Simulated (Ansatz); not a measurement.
A geometry of TiO₂ away from equilibrium: step 3 of the relaxation of a relaxed TiO2 cell stretched uniformly to 130 % of its volume. All values below come from PBEsol (plane waves to 420 eV, PAW, scalar-relativistic; Ansatz, a first-principles code). Γ-centred k-mesh 8×8×8 on the run's cell (coarser than for final values), Fermi–Dirac smearing 0.05 eV. The plane waves were selected for a different cell earlier on the path.

```yaml
crystal:
  lattice:
    - [-1.85984, 1.85984, 4.72506]
    - [1.85984, -1.85984, 4.72506]
    - [1.85984, 1.85984, -4.72506]
  atoms:
    - { symbol: Ti, position: [0.50000, 0.50000, 0.00000] }
    - { symbol: Ti, position: [0.25000, 0.75000, 0.50000] }
    - { symbol: O, position: [0.29404, 0.29404, 0.00000] }
    - { symbol: O, position: [0.04404, 0.54404, 0.50000] }
    - { symbol: O, position: [0.45596, 0.95596, 0.50000] }
    - { symbol: O, position: [0.70596, 0.70596, 0.00000] }
```

Problem. What forces act on the atoms (eV/Å)?

Solution. 
```
atom    Fx    Fy     Fz
----  ----  ----  -----
Ti1   0.00  0.00   0.00
Ti2   0.00  0.00   0.00
O3    0.00  0.00  -0.45
O4    0.00  0.00  -0.45
O5    0.00  0.00   0.45
O6    0.00  0.00   0.45
```

The path ends in I4₁/amd (No. 141) (anatase type). No spin polarisation in the result.

The run could not lose the symmetry of its start.
